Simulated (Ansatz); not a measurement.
# Profile along the Hf–O line in HfO2 (fluorite)

HfO$_{2}$ (fluorite), conventional cell a = b = c = 5.0976 Å, α = β = γ = 90.00°. The calculation uses the primitive cell of 3 atoms, to which meshes and values per cell refer.

Fields along a shortest Hf–O line of a {110} plane (2.21 Å), from Hf to O, interpolated on the slice's grid (step about 0.2 Å). Method: PBE (plane waves to 420 eV, PAW, scalar-relativistic; Ansatz, a program for electronic structure). k mesh 11×11×11. Near the nuclei the fields are pseudised (PAW); where an atom keeps semicore shells as valence, they peak there. HfO2 is run without spin polarisation. HfO2 was relaxed with its symmetry unable to fall. Spin-orbit coupling is left out, though Hf is heavy. This is a high-temperature form of HfO2.

| distance from Hf (Å) | valence electron density (e/Å³) | electron localisation function | density of the highest valence band (e/Å³) | density of the lowest conduction band (e/Å³) |
|---|---|---|---|---|
| 0.00 | 35.46 | x | 0.005 | 0.058 |
| 0.22 | 28.78 | x | 0.013 | 0.045 |
| 0.44 | 15.34 | 0.85 | 0.023 | 0.039 |
| 0.66 | 5.43 | 0.78 | 0.022 | 0.036 |
| 0.88 | 1.43 | 0.39 | 0.022 | 0.031 |
| 1.10 | 0.56 | 0.17 | 0.040 | 0.028 |
| 1.33 | 0.70 | 0.55 | 0.087 | 0.032 |
| 1.55 | 1.56 | 0.83 | 0.206 | 0.052 |
| 1.77 | 3.94 | 0.78 | 0.348 | 0.071 |
| 1.99 | 6.74 | x | 0.218 | 0.043 |
| 2.21 | 7.48 | x | 0.073 | 0.018 |

x: too close to a nucleus for the ELF to mean much. Band densities are of whole bands, smooth part only.

Density on the Hf–O line (2.21 Å) at its density minimum, 1.2 Å from Hf: 0.54 e/Å³. ELF at that point: 0.2. Element round which the density of the highest valence band (whole band, smooth part) is largest on this plane: O.
